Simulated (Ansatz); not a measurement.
# Hf2O3: computed property card

Hf$_{2}$O$_{3}$:
```cif
data_Hf2O3
_chemical_formula_sum 'Hf2 O3'
_space_group_name_H-M_alt 'P-4m2'
_space_group_IT_number 115
_space_group_name_Hall 'P -4 -2'
_cell_length_a 3.53122
_cell_length_b 3.53122
_cell_length_c 4.99688
_cell_angle_alpha 90.000
_cell_angle_beta 90.000
_cell_angle_gamma 90.000
loop_
_atom_site_label
_atom_site_type_symbol
_atom_site_symmetry_multiplicity
_atom_site_Wyckoff_symbol
_atom_site_fract_x
_atom_site_fract_y
_atom_site_fract_z
_atom_site_occupancy
Hf1 Hf 2 g 0.00000 0.50000 0.25013 1
O1 O 1 a 0.00000 0.00000 0.00000 1
O2 O 1 b 0.50000 0.50000 0.00000 1
O3 O 1 d 0.00000 0.00000 0.50000 1
```

Space group P-4m2 (No. 115); conventional cell a = b = 3.531 Å, c = 4.997 Å, α = β = γ = 90.00°.

Method: PBEsol in the plane-wave PAW code Ansatz. Structure relaxed to zero pressure with the same functional. Other levels are named where they apply.

### Cell and energy

```
Item                                                           Value
-----------------------------------------------------  -------------
Volume per atom                                             12.46 Å³
Density                                                  10.79 g/cm³
Formation energy from the elements (no fitted shifts)  -2.91 eV/atom
```

### Electronic structure

```
Quantity                                                                    Result
------------------------------------  --------------------------------------------
Electronic character                                             metallic (no gap)
Density of states at the Fermi level  0.07 states/eV per atom (mean over ±0.08 eV)
Gap with spin–orbit coupling                                       none (metallic)
```

### Mechanics

```
Property                              Value
----------------------------------  -------
Bulk modulus (Birch–Murnaghan fit)  215 GPa
Pressure derivative B′                  4.3
```

The start of the workflow was typed in or built on a structure type; neither database checked (COD, Materials Project) lists it. Its standing as an ambient phase is unchecked. The cell was relaxed with PBEsol under the symmetry of its start; whether a distortion lowers the energy is not shown. No spin polarisation was allowed. The references are the lowest solids computed at this level, not always the standard phases (solids in place of the gases). Scalar-relativistic: spin–orbit coupling is off unless named, which matters more the heavier the elements.

Potentials: the earlier of the program's two PAW sets. The files were generated under PBE; for other functionals the program regenerates the frozen cores, and for LDA and PBEsol the local potential too.
